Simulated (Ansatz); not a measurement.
## Where the states of As lie

Space group R-3m:H (No. 166). a = 3.759 Å, b = 3.759 Å, c = 10.457 Å, α = 90.00°, β = 90.00°, γ = 120.00°
| atom | site | symmetry | x | y | z |
| --- | --- | --- | --- | --- | --- |
| As | 6c | 3m | 0.3333 | 0.6667 | 0.8942 |

The runs use the primitive cell with vectors (1.880, 1.085, 3.486), (-1.880, 1.085, 3.486), (0.000, -2.171, 3.486) Å, to which the k mesh refers.

The structure is an experimental refinement, used without relaxation.

These are results of DFT, LDA, all-electron LAPW, scalar-relativistic (Ansatz 0.2.0), not measurements.

Numerical set-up: a Γ-centred 13×13×13 k mesh, Fermi–Dirac smearing of 0.05 eV, basis error target 1 meV/atom, no spin polarisation.

States per eV and cell, averaged over 0.4 eV, from -5.8 to 3.6 eV, with energies (bin centres) from the Fermi level; empty bins are left out. 

```
E (eV)  total
  -5.7   0.78
  -5.3   0.76
  -4.9   0.88
  -4.5   1.06
  -4.1   1.34
  -3.7   1.35
  -3.3   1.39
  -2.9   1.45
  -2.5   1.35
  -2.1   1.15
  -1.7   0.96
  -1.3   0.71
  -0.9   0.57
  -0.5   0.37
  -0.1   0.14
   0.3   0.26
   0.7   1.01
   1.1   1.46
   1.5   1.37
   1.9   1.66
   2.3   1.58
   2.7   1.05
   3.1   1.11
   3.5   1.20
```
